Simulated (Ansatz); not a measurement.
Input:

InAs:
```
CELL_PARAMETERS angstrom
      7.47361     0.00000     0.00000
      0.00000     7.47361     0.00000
      0.00000     0.00000     7.47361
ATOMIC_POSITIONS crystal
  In 0.34196 0.15804 0.84196
  In 0.65804 0.84196 0.15804
  In 0.15804 0.84196 0.34196
  In 0.84196 0.15804 0.65804
  In 0.84196 0.34196 0.15804
  In 0.15804 0.65804 0.84196
  In 0.65804 0.65804 0.65804
  In 0.34196 0.34196 0.34196
  As 0.13986 0.36014 0.63986
  As 0.86014 0.63986 0.36014
  As 0.36014 0.63986 0.13986
  As 0.63986 0.36014 0.86014
  As 0.63986 0.13986 0.36014
  As 0.36014 0.86014 0.63986
  As 0.86014 0.86014 0.86014
  As 0.13986 0.13986 0.13986
```

This is the r²SCAN-relaxed structure.

Problem. All from r²SCAN in the plane-wave PAW code Ansatz, unless another level is named. Predict the electronic character.

Solution. no gap, with almost no states at the Fermi level (zero-gap or semimetallic).

Problem. Give the gap with spin–orbit coupling.

Solution. none (metallic).

Space group Pa-3. The first step of the workflow began from a Materials Project structure, measured or hypothetical; the Crystallography Open Database copy checked does not list it. It is not the phase usual at ambient conditions (space group No. 216). The cell was relaxed with r²SCAN under the symmetry of its start; its stability against distortions is not shown here. Scalar-relativistic: spin–orbit coupling is off unless named, which matters more the heavier the elements.

Potentials: the later of the program's two PAW sets.
